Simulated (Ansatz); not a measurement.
An Ansatz input:

```yaml
crystal:
  lattice:
    - [-1.8808997586, 1.8808997586, 1.8808997586]
    - [1.8808997586, -1.8808997586, 1.8808997586]
    - [1.8808997586, 1.8808997586, -1.8808997586]
  atoms:
    - { symbol: Te, position: [0.0, 0.0, 0.0] }
hamiltonian:
  xc: lda
  pseudopotentials:
    kind: paw
    azcp:
      Te: "pseudopotentials/Te.paw.azcp"
basis:
  ecutwfc: 420
  fft_grid_basis: typed
kpoints:
  mp_grid: { grid: [13, 13, 13], shift: [0, 0, 0] }
magnetization:
  spin_polarized: false
scf:
  occupations: { method: fermi_dirac, width: 0.1 }
  lower_state_search: "off"
output:
  stress: true
```

Terminal output

```
Warning: the record states the generating functional pbe (its physics header spells it `PBE`), which answers neither for hamiltonian.xc's functional nor for the lda family's — results may be inconsistent (PPs are generated against a specific XC)
Engine: ansatz 0.2.0, x86_64-unknown-linux-gnu
Pseudopotentials: kind: paw
Pseudopotential: Te, paw, valence charge 16, recommended cutoff 420 eV (normal) 
Functional definition: SPW92
  exchange = slater_x
  correlation = pw_c
Crystal: 1 atoms, lattice volume = 26.617 Å³
Basis set: ecut = 420 eV, 531 PW (Γ)
Bands: 12, of which v1, the nominal top of the filled ones, is band 8 counted from 1 (7 counted from 0)
Symmetry: 48 space group operations
Space group: Im-3m (ITA 229), of the structure as read, at distance tolerance 3.0e-5 Å
k-points: 84 of 2197
Non-local potential: Te, projectors of the file, l = 0: 2, l = 1: 2, l = 2: 2, l = 3: 2
PAW form: soft (Blöchl's): semilocal exchange-correlation on the pseudo side does not see the compensation charge
PAW frozen core: Te, regenerated for the run's functional, and the local potential with it (the file was generated under x = pbe(κ = 0.804, μ = 0.2195149727645171), c = pbe(β = 0.06672455060314922))
PAW one-centre angular grid: Te, 590 points (default); XC on 64 Gauss nodes
Initial density: superposition of atomic densities (neutral atoms: chi_scale 0, normalization atom), corrected by the library's trained network
Initial wavefunctions: pseudopotential atomic-orbital guess
Functional: x = slater, c = lda
SCF iter   1: F=—  HF=-6826.990606 eV  |F-HF|=—  |Δ(HF+E_count)|=         —  Δρ=5.13e-3  dr2=3.35e-3  ethr=1.77e-3  ⟨swp⟩=5.1  Hψ=6019  notcnv=0
SCF iter   2: F=—  HF=-6826.988937 eV  |F-HF|=—  |Δ(HF+E_count)|=   1.67e-3  Δρ=2.97e-3  dr2=1.12e-3  ethr=2.10e-5  ⟨swp⟩=1.7  Hψ=1765  notcnv=0
SCF iter   3: F=—  HF=-6826.988538 eV  |F-HF|=—  |Δ(HF+E_count)|=   3.99e-4  Δρ=7.54e-4  dr2=1.51e-4  ethr=6.99e-6  ⟨swp⟩=2.0  Hψ=1440  notcnv=0
SCF iter   4: F=—  HF=-6826.988479 eV  |F-HF|=—  |Δ(HF+E_count)|=   5.91e-5  Δρ=5.88e-4  dr2=1.02e-4  ethr=9.46e-7  ⟨swp⟩=1.1  Hψ=1033  notcnv=0
SCF iter   5: F=—  HF=-6826.988404 eV  |F-HF|=—  |Δ(HF+E_count)|=   7.42e-5  Δρ=1.52e-4  dr2=4.63e-6  ethr=6.36e-7  ⟨swp⟩=2.0  Hψ=1679  notcnv=0
SCF iter   6: F=—  HF=-6826.988405 eV  |F-HF|=—  |Δ(HF+E_count)|=   3.24e-7  Δρ=4.98e-5  dr2=6.25e-7  ethr=2.89e-8  ⟨swp⟩=2.0  Hψ=1681  notcnv=0
SCF iter   7: F=-6826.988404 eV  HF=-6826.988404 eV  |F-HF|=2.15e-8  |Δ(HF+E_count)|=   6.20e-7  Δρ=7.60e-6  dr2=1.21e-8  ethr=6.25e-10  ⟨swp⟩=3.0  Hψ=3949  notcnv=0
SCF 1 converged in 7 iterations: F = -6826.988404 eV  dr2 = 1.21e-8
SCF converged after 7 iterations
Free energy (F): -6826.988404 eV
Harris-Foulkes:  -6826.988404 eV  (|F-HF|=2.15e-8)
Internal energy: -6826.966867 eV  (E = F + TS)
E sigma→0 (E₀):  -6826.977636 eV
Entropy (-TS):   -0.021537 eV (-21.537 meV/atom)
Fermi energy:    12.089482 eV
--- Per-component energies (eV) ---
  E_band       = -213.041389
  E_kinetic    = 182.426787
  E_local      = -972.779961  (includes V_loc(G=0)·N_el)
  E_nonlocal   = -305.043313
  E_hartree    = 684.907266
  E_xc         = -124.462530
  E_vxc        = -105.613493  (∫ρ·V_xc dr)
  E_paw        = -4509.592217  (= ΣΔE_a)
  E_vpaw       = -381.850809  (= ΣTr[D̂ρ^β])
  E_aug_tail   = -0.000170  (compensation charges beyond the density's cutoff)
  E_ewald      = -1783.101391
  E_core_change = 0.678661  (= ΣΔE_core)
  E_smearing   = -0.021537  (= −TS)
  E_closure    = 0.000000  (closes the sum)
  Σ components = -6826.988404   (vs F -6826.988404, Δ=0.00e0)
--- Stress (GPa, compression-positive) ---
        0.028263       0.000000       0.000000
        0.000000       0.028263      -0.000000
        0.000000      -0.000000       0.028263
  P = ⅓ Tr σ = 0.0283 GPa (0.283 kbar)
```

Command:

```sh
ansatz run input.yaml --threads 2 --pin off --max-ram 5120MiB --backend cpu --events-out ev --progress --plain --runs-dir out
```

On 2 threads of Intel(R) Xeon(R) Platinum 8488C (Sapphire Rapids) (shared host) this took about 0.71 s of wall time and 1.2 s of CPU time.
